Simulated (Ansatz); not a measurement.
Ansatz input

```yaml
crystal:
  lattice:
    - [0.0, 2.8286138129, 2.8286138129]
    - [2.8286138129, 0.0, 2.8286138129]
    - [2.8286138129, 2.8286138129, 0.0]
  atoms:
    - { symbol: Pd, position: [0.125, 0.125, 0.125], spin: 0.52 }
    - { symbol: Pd, position: [0.875, 0.875, 0.875], spin: 0.52 }
hamiltonian:
  xc: r2scan
  pseudopotentials:
    kind: paw
    azcp:
      Pd: "pseudopotentials/Pd.paw.azcp"
basis:
  ecutwfc: 500
  fft_grid_basis: typed
kpoints:
  mp_grid: { grid: [11, 11, 11], shift: [0, 0, 0] }
magnetization:
  spin_polarized: true
scf:
  occupations: { method: fermi_dirac, width: 0.05 }
  lower_state_search: "off"
output:
  stress: true
```

and its output:

```
Engine: ansatz 0.2.0, x86_64-unknown-linux-gnu
Pseudopotentials: kind: paw
Pseudopotential: Pd, paw, valence charge 18, recommended cutoff 500 eV (meta_gga) 
Functional definition: r2SCAN
  parameter k0 = 0.174
  parameter k1 = 0.065
  parameter a1 = 4.9479
  exchange = r2scan_x(k0 = k0, k1 = k1, a1 = a1)
  correlation = r2scan_c
Crystal: 2 atoms, lattice volume = 45.264 Å³
Basis set: ecut = 500 eV, 1139 PW (Γ), exchange–correlation on 120×120×120 points (64 copies of the dense FFT grid, shifted against one another)
Bands: 23, of which v1, the nominal top of the filled ones, is band 18 counted from 1 (17 counted from 0)
Symmetry: 48 space group operations
Space group: Fd-3m (ITA 227), of the structure as read, at distance tolerance 3.6e-5 Å
Magnetic group: BNS 227.128 (UNI 1630), of the structure as read, at distance tolerance 3.6e-5 Å
k-points: 56 of 1331
Non-local potential: Pd, projectors of the file, l = 0: 2, l = 1: 2, l = 2: 2, l = 3: 1
PAW form: soft (Blöchl's): semilocal exchange-correlation on the pseudo side does not see the compensation charge
PAW frozen core: Pd, regenerated for the run's functional (the file was generated under x = pbe(κ = 0.804, μ = 0.2195149727645171), c = pbe(β = 0.06672455060314922))
PAW one-centre angular grid: Pd, 590 points (default); XC on 160 Gauss nodes
Initial density: superposition of atomic densities (chi_scale 0.1, normalization cell)
Starting moments: Σ|m| = 1.04 μB on 2 of 2 sites
Initial wavefunctions: pseudopotential atomic-orbital guess
Functional: x = r2scan, c = r2scan; τ floored in thin density (d = 2e-4 eV/Å³)
SCF iter   1: F=-13965.197569 eV  HF=-13970.510494 eV  |F-HF|=5.31e0  |Δ(HF+E_count)|=         —  Δρ=6.07e-2 (↑5.19e-2 ↓6.07e-2)  dr2=7.04e0  dr2_τ=3.66e-2  dr2_m=1.36e-2  M=1.200 μB ∫|m|=1.207 μB  β_m=1.00  ethr=3.10e-3  ⟨swp⟩=5.8  Hψ=11065  notcnv=0
SCF iter   2: F=-13968.156928 eV  HF=-13969.410385 eV  |F-HF|=1.25e0  |Δ(HF+E_count)|=    1.10e0  Δρ=3.11e-2 (↑2.55e-2 ↓3.11e-2)  dr2=1.94e0  dr2_τ=1.92e-2  dr2_m=3.78e-3  M=1.237 μB ∫|m|=1.296 μB  β_m=1.00  ethr=3.10e-3  ⟨swp⟩=2.4  Hψ=5723  notcnv=0  defer=3  κ⁻¹=1.0e0(r=1)
SCF iter   3: F=-13969.093484 eV  HF=-13969.061544 eV  |F-HF|=3.19e-2  |Δ(HF+E_count)|=   3.49e-1  Δρ=9.80e-3 (↑9.53e-3 ↓9.80e-3)  dr2=9.15e-2  dr2_τ=8.93e-3  dr2_m=4.82e-3  M=1.100 μB ∫|m|=1.172 μB  β_m=0.30  ethr=3.10e-3  ⟨swp⟩=2.7  Hψ=4870  notcnv=0  defer=3  κ⁻¹=3.4e-3(r=2)
SCF iter   4: F=-13969.102412 eV  HF=-13969.100738 eV  |F-HF|=1.67e-3  |Δ(HF+E_count)|=   3.92e-2  Δρ=5.38e-3 (↑2.44e-3 ↓5.38e-3)  dr2=8.69e-3  dr2_τ=4.44e-4  dr2_m=5.41e-3  M=1.050 μB ∫|m|=1.127 μB  β_m=0.30  ethr=2.54e-4  ⟨swp⟩=3.9  Hψ=6165  notcnv=0  defer=3  κ⁻¹=4.2e-5(r=3)
SCF iter   5: F=-13969.105408 eV  HF=-13969.102364 eV  |F-HF|=3.04e-3  |Δ(HF+E_count)|=   1.63e-3  Δρ=3.52e-3 (↑1.89e-3 ↓3.52e-3)  dr2=3.06e-3  dr2_τ=8.84e-5  dr2_m=2.52e-3  M=1.054 μB ∫|m|=1.129 μB  β_m=1.00  ethr=2.41e-5  ⟨swp⟩=1.0  Hψ=3045  notcnv=0  defer=3  κ⁻¹=2.0e-6(r=4)
SCF iter   6: F=-13969.105564 eV  HF=-13969.107080 eV  |F-HF|=1.52e-3  |Δ(HF+E_count)|=   4.72e-3  Δρ=1.16e-3 (↑7.50e-4 ↓1.16e-3)  dr2=2.08e-3  dr2_τ=1.33e-5  dr2_m=4.14e-5  M=1.041 μB ∫|m|=1.119 μB  β_m=0.30  ethr=8.50e-6  ⟨swp⟩=2.0  Hψ=4270  notcnv=0  defer=3  κ⁻¹=1.6e-7(r=5)
SCF iter   7: F=-13969.106615 eV  HF=-13969.106652 eV  |F-HF|=3.74e-5  |Δ(HF+E_count)|=   4.28e-4  Δρ=2.96e-4 (↑1.79e-4 ↓2.96e-4)  dr2=8.77e-5  dr2_τ=5.75e-6  dr2_m=9.37e-6  M=1.047 μB ∫|m|=1.124 μB  β_m=1.00  ethr=5.77e-6  ⟨swp⟩=2.2  Hψ=4161  notcnv=0  defer=3  κ⁻¹=2.4e-8(r=6)
SCF iter   8: F=-13969.106613 eV  HF=-13969.106679 eV  |F-HF|=6.60e-5  |Δ(HF+E_count)|=   2.66e-5  Δρ=2.28e-4 (↑2.10e-4 ↓2.28e-4)  dr2=9.48e-5  dr2_τ=5.21e-7  dr2_m=8.52e-7  M=1.046 μB ∫|m|=1.124 μB  β_m=0.30  ethr=2.44e-7  ⟨swp⟩=1.0  Hψ=2605  notcnv=0  defer=3  κ⁻¹=6.1e-9(r=7)
SCF iter   9: F=-13969.106666 eV  HF=-13969.106663 eV  |F-HF|=3.20e-6  |Δ(HF+E_count)|=   1.61e-5  Δρ=5.47e-5 (↑4.49e-5 ↓5.47e-5)  dr2=8.99e-7  dr2_τ=3.83e-7  dr2_m=7.59e-7  M=1.048 μB ∫|m|=1.125 μB  β_m=1.00  ethr=2.44e-7  ⟨swp⟩=2.4  Hψ=3722  notcnv=0  defer=3  κ⁻¹=6.5e-11(r=8)
SCF iter  10: F=-13969.106666 eV  HF=-13969.106663 eV  |F-HF|=3.42e-6  |Δ(HF+E_count)|=   4.43e-7  Δρ=3.39e-5 (↑2.89e-5 ↓3.39e-5)  dr2=1.79e-6  dr2_τ=1.19e-8  dr2_m=3.33e-8  M=1.048 μB ∫|m|=1.125 μB  β_m=1.20  ethr=2.50e-9  ⟨swp⟩=2.0  Hψ=4526  notcnv=0  defer=3
Mixer restart at iter 10: flushing history
spin-set hold released at iteration 10 (settled: charge residual and site-moment steps within their bounds): the magnetisation degrees of freedom join the quasi-Newton model from the next iteration; the mixer history was flushed
SCF iter  11: F=-13969.106667 eV  HF=-13969.106664 eV  |F-HF|=3.09e-6  |Δ(HF+E_count)|=   1.59e-6  Δρ=7.79e-6 (↑6.30e-6 ↓7.79e-6)  dr2=1.96e-8  dr2_τ=1.07e-8  dr2_m=1.06e-8  M=1.048 μB ∫|m|=1.125 μB  β_m=1.20  ethr=2.78e-10  ⟨swp⟩=2.8  Hψ=10394  notcnv=0  κ⁻¹=1.0e0(r=1)
SCF iter  12: F=-13969.106667 eV  HF=-13969.106666 eV  |F-HF|=1.86e-6  |Δ(HF+E_count)|=   1.43e-6  Δρ=5.05e-6 (↑5.05e-6 ↓4.62e-6)  dr2=7.43e-9  dr2_τ=3.03e-10  dr2_m=5.35e-9  M=1.048 μB ∫|m|=1.125 μB  β_m=1.20  ethr=5.44e-11  ⟨swp⟩=3.9  Hψ=7533  notcnv=0  κ⁻¹=1.3e-2(r=2)
SCF iter  13: F=-13969.106667 eV  HF=-13969.106666 eV  |F-HF|=1.03e-6  |Δ(HF+E_count)|=   9.31e-7  Δρ=3.82e-6 (↑3.82e-6 ↓3.43e-6)  dr2=3.46e-9  dr2_τ=2.32e-10  dr2_m=3.68e-9  M=1.048 μB ∫|m|=1.125 μB  β_m=1.20  ethr=2.06e-11  ⟨swp⟩=3.1  Hψ=7155  notcnv=0  κ⁻¹=3.1e-4(r=3)
SCF iter  14: F=-13969.106668 eV  HF=-13969.106668 eV  |F-HF|=9.62e-8  |Δ(HF+E_count)|=   1.06e-6  Δρ=2.60e-6 (↑1.17e-6 ↓2.60e-6)  dr2=1.06e-9  dr2_τ=4.60e-11  dr2_m=9.81e-10  M=1.048 μB ∫|m|=1.125 μB  β_m=1.20  ethr=9.62e-12  ⟨swp⟩=4.0  Hψ=7961  notcnv=0  κ⁻¹=5.7e-5(r=4)
SCF iter  15: F=-13969.106668 eV  HF=-13969.106668 eV  |F-HF|=3.19e-8  |Δ(HF+E_count)|=   7.61e-8  Δρ=1.66e-6 (↑8.52e-7 ↓1.66e-6)  dr2=6.02e-10  dr2_τ=2.23e-11  dr2_m=2.74e-10  M=1.048 μB ∫|m|=1.125 μB  β_m=1.20  ethr=2.94e-12  ⟨swp⟩=3.0  Hψ=7127  notcnv=0  κ⁻¹=2.8e-5(r=5)
SCF iter  16: F=-13969.106668 eV  HF=-13969.106668 eV  |F-HF|=7.49e-9  |Δ(HF+E_count)|=   3.08e-8  Δρ=4.51e-7 (↑3.27e-7 ↓4.51e-7)  dr2=3.73e-11  dr2_τ=3.22e-12  dr2_m=4.60e-11  M=1.048 μB ∫|m|=1.125 μB  ethr=1.67e-12  ⟨swp⟩=3.0  Hψ=7125  notcnv=0
SCF 1 converged in 16 iterations: F = -13969.106668 eV  dr2 = 3.73e-11
this state was not tested for a lower state beside it, because the mixer in use, unlike msr1, does not test its closes by its own steps (another_mixer; see scf.mixing.algorithm and scf.lower_state_search)
SCF converged after 16 iterations
Magnetization: 1.0480 μB (18.5240 up, 17.4760 down)
Absolute magnetization: 1.1248 μB (∫|ρ↑−ρ↓|, with the PAW one-centre terms)
Spin contamination: 0.0109 ħ² per cell (⟨S²⟩ above its minimum at these occupations)
Per-site moments (μB) at R_I (Å): [(0.5204864141453396, 1.0104812105301217), (0.5204864141453398, 1.0104812105301217)]
Free energy (F): -13969.106668 eV
Harris-Foulkes:  -13969.106668 eV  (|F-HF|=7.49e-9)
Internal energy: -13969.076679 eV  (E = F + TS)
E sigma→0 (E₀):  -13969.091673 eV
Entropy (-TS):   -0.029989 eV (-14.994 meV/atom)
Fermi energy:    11.234865 eV
--- Per-component energies (eV) ---
  E_band       = -613.083218
  E_kinetic    = 1031.823557
  E_local      = -5304.934483  (includes V_loc(G=0)·N_el)
  E_nonlocal   = 436.914568
  E_hartree    = 2174.554718
  E_xc         = -318.215620
  E_vxc        = -462.001535  (∫ρ·V_xc dr)
  E_paw        = -7545.852150  (= ΣΔE_a)
  E_vpaw       = -698.380526  (= ΣTr[D̂ρ^β])
  E_aug_tail   = 0.000219  (compensation charges beyond the density's cutoff)
  E_vtau       = 34.385936  (kinetic-family band-sum trace: ∫τ·v_τ [+ j·A + Jᵃ·Aᵃ] dr)
  E_ewald      = -4442.463316
  E_core_change = -0.904173  (= ΣΔE_core)
  E_smearing   = -0.029989  (= −TS)
  E_closure    = 0.000000  (closes the sum)
  Σ components = -13969.106668   (vs F -13969.106668, Δ=0.00e0)
--- Stress (GPa, compression-positive) ---
        3.600213       0.000000      -0.000000
        0.000000       3.600213       0.000000
       -0.000000       0.000000       3.600213
  P = ⅓ Tr σ = 3.6002 GPa (36.002 kbar)
```

Launched by

```sh
ansatz run input.yaml --threads 1 --pin off --max-ram 3584MiB --backend cpu --events-out ev --progress --plain --runs-dir out
```

On 1 thread of Intel(R) Xeon(R) Platinum 8259CL CPU @ 2.50GHz (Skylake/Cascade Lake) (shared host) this took about 35 s of wall time and 35 s of CPU time.
